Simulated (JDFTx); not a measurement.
System: iodobenzene, C6H5I (SMILES Ic1ccccc1), charge 0, multiplicity 1; geometry: optimised with GFN2-xTB in vacuum (no frequencies checked; largest PBE force component 0.7 eV/Å). Coordinates in Å:
```xyz
12

I     -2.978     0.000     0.000
C     -0.858     0.000     0.000
C     -0.180    -1.205     0.000
C      1.205    -1.199     0.000
C      1.898     0.000     0.000
C      1.205     1.199     0.000
C     -0.180     1.205     0.000
H     -0.720    -2.139     0.000
H      1.740    -2.137     0.000
H      2.978     0.000     0.000
H      1.740     2.137     0.000
H     -0.720     2.139     0.000
```

All numbers are PBE, GBRV ultrasoft potentials, plane waves to 20/100 Ha results from JDFTx (a modified build), not measurements. Liquid: CANDLE, water, 1 M KF. The liquid run sits in a periodic box with 3.75 Å from the outermost atoms to the faces; the vacuum run is isolated. The box matters at about 0.01 eV. Solvation energy here means the total energy in the continuum liquid minus that in vacuum, same nuclei, nothing added for thermal motion or standard states.

The solvation energy is 0.1 kcal/mol and the part: cavitation term of the fluid is 16.8 kcal/mol. The part: dispersion term of the fluid is -13.0 kcal/mol and the part: electrostatic term of the fluid is -4.6 kcal/mol. The part: distortion of the solute's electrons is 1.0 kcal/mol and the dipole moment in vacuum comes out as 1.64 D. The dipole moment in the liquid comes out as 2.16 D, the highest occupied level in vacuum (zero: vacuum level) is -5.90 eV and the highest occupied level in the liquid (zero: bulk electrolyte) is -5.82 eV. The volume of the model's cavity is 341.2 Å³ and the rough cost, vacuum and liquid run is 5 min and 4 min of core time.
